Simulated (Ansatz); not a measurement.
Sr:
```xyz
1
Lattice="0.0000 3.0135 3.0135 3.0135 0.0000 3.0135 3.0135 3.0135 0.0000" Properties=species:S:1:pos:R:3 pbc="T T T"
Sr     0.0000     0.0000     0.0000
```

Relaxed with PBE. Special points in fractions of this cell's reciprocal vectors: Γ (0.000, 0.000, 0.000); X (0.500, 0.000, 0.500); U (0.625, 0.250, 0.625); K (0.375, 0.375, 0.750); L (0.500, 0.500, 0.500); W (0.500, 0.250, 0.750).

**Question.** List the band energies nearest the Fermi level at these points for the program Ansatz at the PBE level (PAW).

**Answer.** In eV from the Fermi level; about four levels below and three above (degenerate sets whole), none deeper than 8.9 eV; points with the same levels are listed once.

```csv
k,below,above
Γ,-3.65,2.36 2.36 2.36
X,-0.64,0.35 1.06 4.89
U,-0.09,0.24 0.84 3.43
L,-1.12,0.07 2.20 2.20
W,–,0.07 0.64 0.64
```

Space group Fm-3m (fcc (Cu type)). The PBE relaxation kept the symmetry of its start. Scalar-relativistic: spin–orbit coupling is off unless named, which matters more the heavier the elements.

Potentials: the later of the program's two PAW sets.
